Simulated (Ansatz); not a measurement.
Given:

Al (fcc, Cu type)

```
CELL_PARAMETERS angstrom
      0.00000     3.99201     3.99201
      1.99601     1.99601     3.99201
      1.99601     1.99601     0.00000
ATOMIC_POSITIONS crystal
  Al 0.00000 0.00000 0.00000
  Al 0.50000 0.00000 0.00000
```

A phonon eigenvector at X = (0.5, 0.5, 0.0) is frozen into this cell: atom i moves by Q times the vector below, so Q is the largest atomic displacement, in Å. The cell is held. (q is in reciprocal vectors of the primitive cell; the cell shown is doubled to hold the pattern.)

```tsv
atom	x	y	z
Al1	0.000	0.000	-1.000
Al2	0.000	0.000	1.000
```

Calculation: r2SCAN (plane waves to 500 eV, PAW, scalar-relativistic; Ansatz, a quantum-chemistry and plane-wave program). k mesh 20×20×20 (Γ-centred), Fermi-Dirac smearing 0.05 eV. The energy includes the smearing's −TS. With partly filled bands, energies and forces of such displacements shift with the k mesh and the smearing. Al was relaxed with its symmetry unable to fall. ΔE is measured from the undisplaced structure.

The scan covers Q from -0.180 to 0.180 Å in 13 points.

### Question
Which space group does the distorted structure have?

### Answer
P4/nmm (No. 129), lowered from Fm-3m.

### Question
What is the energy change at Q = 0.180 Å?

### Answer
388 meV/cell.

### Question
What harmonic wavenumber does the curvature at Q = 0 give?

### Answer
346 cm⁻¹.

(A displaced cell: forces are minus the slopes of the energy, force constants its curvatures, and phonons follow from these.)
